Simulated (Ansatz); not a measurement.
# How much do the gradients of Sr₂RuN₃ depend on the method?

Cell: a Materials Project structure (computed, not necessarily an observed phase), atoms as given.

Space group C2/c (No. 15); a = 5.5584, b = 11.2630, c = 12.5463 Å, β = 94.26°.

| site | Wyckoff | site symmetry | x | y | z |
| --- | --- | --- | --- | --- | --- |
| Sr1 | 8f | 1 | 0.2211 | 0.7980 | 0.8568 |
| Sr5 | 8f | 1 | 0.7630 | 0.1072 | 0.5742 |
| Ru | 8f | 1 | 0.2732 | 0.9965 | 0.6687 |
| N13 | 4e | 2 | 0.5000 | 0.1073 | 0.7500 |
| N15 | 8f | 1 | 0.3020 | 0.8360 | 0.6315 |
| N19 | 8f | 1 | 0.2494 | 0.9056 | 0.0442 |
| N23 | 4e | 2 | 0.5000 | 0.4986 | 0.7500 |

One atom of each set is listed; the run and its k-mesh use a cell of 24 atoms with edges of 6.28, 6.28, 12.55 Å.

First run. The numbers come from a DFT calculation in Ansatz (PBE, plane waves and PAW, scalar-relativistic, collinear spin, 420 eV cutoff, Γ-centred 7×7×3 k-points, Fermi–Dirac smearing 0.05 eV). Start moments as typed (μB): 2 on each Ru, none on the rest.

| site | V_zz (10²¹ V/m²) | η | m (μB) |
| --- | --- | --- | --- |
| Sr1 | -1.78 | 0.69 | 0.00 |
| Sr5 | -3.78 | 0.54 | 0.00 |
| Ru | 7.23 | 0.79 | 0.00 |
| N13 | -2.65 | 0.04 | 0.00 |
| N15 | -2.35 | 0.53 | 0.00 |
| N19 | -2.37 | 0.74 | 0.00 |
| N23 | 1.96 | 0.73 | 0.00 |

Second run. The same atoms and settings, except that the functional is r2SCAN and the cutoff is 500 eV.

Question: Given the first result, estimate the second.

Answer: 

```
site   V_zz     η  change of V_zz  m (μB)
 Sr1  -1.74  0.71           +0.04    0.00
 Sr5  -4.15  0.64           -0.37    0.00
  Ru   8.08  0.78           +0.85    0.13
 N13  -3.08  0.04           -0.43    0.03
 N15  -2.56  0.73           -0.21    0.01
 N19  -2.78  0.76           -0.41    0.06
 N23   2.18  0.59           +0.22    0.01
```

The largest change of V_zz is on Ru, from 7.23 to 8.08. In per cent, |V_zz| changes by +10 on Sr, +12 on Ru, +9 to +17 on N (all sites that start above 2). Where |V_zz| stays above 0.1, η moves most on N15, from 0.53 to 0.73. The absolute magnetisation of the cell goes from 0.0 to 1.4 μB.

The run finds no gap above 0.1 eV (a metal, or nearly one), so the gradients can move by 10 % or more with the k-mesh. Without spin–orbit coupling (the program notes it for Ru and Sr) the gradients can shift somewhat, as the gap is small. With these PAW files V_zz is typically within 2 to 3 % of all-electron values, but misses above 10 % occur on Ru.
For the first run: The largest force is 0.4 eV/Å, so the atoms aren't at the calculated equilibrium and relaxing them would move these values. Semilocal functionals make gaps too small and can close them, so the real compound need not be a metal. The start moments die out, and the run ends without spin.
For the second run: At this cell the principal stresses reach 5 GPa in size with r2SCAN, which can matter for small gradients. The largest force is 0.7 eV/Å, so the atoms aren't at the calculated equilibrium and relaxing them would move these values. The program didn't check the stability of this electronic state in full, so a lower one may lie near. Semilocal functionals can leave a metal where correlation in the d or f shell opens a gap in the real compound, and that would change the values at and beside Ru. The run lost most of its start moments on Ru; a state with other moments may lie lower. The magnetic order is the one that the run reached from its start moments, not necessarily the measured one (the real compound may not order at all).
